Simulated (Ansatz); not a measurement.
LaSb (rock salt)

```yaml
crystal:
  lattice:
    - [0.00000, 3.22637, 3.22637]
    - [3.22637, 0.00000, 3.22637]
    - [3.22637, 3.22637, 0.00000]
  atoms:
    - { symbol: La, position: [0.00000, 0.00000, 0.00000] }
    - { symbol: Sb, position: [0.50000, 0.50000, 0.50000] }
```

The slice is a {111} plane (indices of the conventional cell) through the point (0.500, 0.500, 0.500) (fractional), spanned by u = [100] and v = [-1 2 0] in vectors of this cell: u (4.56 Å) and v (7.90 Å, at 90° to u). It covers one period; positions are fractions (u, v).

Method: PBEsol (plane waves to 420 eV, PAW, scalar-relativistic; Ansatz, a first-principles code). k mesh 13×13×13. Inside the PAW spheres the values are not all-electron values, and peaks at nuclei hang on which shells count as valence. LaSb is run without spin polarisation. LaSb was relaxed with its symmetry unable to fall. Spin-orbit coupling is left out, though Sb is heavy.

### Question
Predict the map of the electron localisation function (ELF) on the slice.

### Answer
```
|xxxx  ==**@@@@**::..::**@@@@**==  xx|
|xx  --++##@@%%++::..::++%%@@##++--  |
|--==++**%%@@##--..  ..--##@@%%**++==|
|++****%%@@%%++::      ::++%%@@%%****|
|%%%%@@@@@@**--..      ..--**@@@@@@%%|
|@@@@@@%%**--..          ..--**%%@@@@|
|##****==--::..          ..::--==****|
|::::::::....::::::::::::::....::::::|
|      ..::--==****##****==--::..    |
|      ..--**%%@@@@@@@@@@%%**--..    |
|    ..--**@@@@@@%%%%%%@@@@@@**--..  |
|    ::++%%@@%%****++****%%@@%%++::  |
|  ..--##@@%%**++==--==++**%%@@##--..|
|..::++%%@@##++--  xx  --++##@@%%++::|
|..::**@@@@**==  xxxxxx  ==**@@@@**::|
|..--**@@@@++--  xxxxxx  --++@@@@**--|
|..::**@@@@**==  xxxxxx  ==**@@@@**::|
|..::++%%@@##++--  xx  --++##@@%%++::|
|  ..--##@@%%**++==--==++**%%@@##--..|
|    ::++%%@@%%****++****%%@@%%++::  |
|    ..--**@@@@@@%%%%%%@@@@@@**--..  |
|      ..--**%%@@@@@@@@@@%%**--..    |
|      ..::--==****##****==--::..    |
|::::::::....::::::::::::::....::::::|
|##****==--::..          ..::--==****|
|@@@@@@%%**--..          ..--**%%@@@@|
|%%%%@@@@@@**--..      ..--**@@@@@@%%|
|++****%%@@%%++::      ::++%%@@%%****|
|--==++**%%@@##--..  ..--##@@%%**++==|
|xx  --++##@@%%++::..::++%%@@##++--  |
|xxxx  ==**@@@@**::..::**@@@@**==  xx|
|xxxx  --++@@@@**--..--**@@@@++--  xx|
```
Scale: ten equal steps from 0.05 (start of ' ') to 0.66 (end of '@'), in the order ' .:-=+*#%@'. Values: electron localisation function (ELF). The map has 18 points along u (two characters each, u = 0 at the left) and 32 along v (v = 0 in the bottom row). Points within 0.5 Å of a nucleus are blanked (x), as the pseudised field means little there.
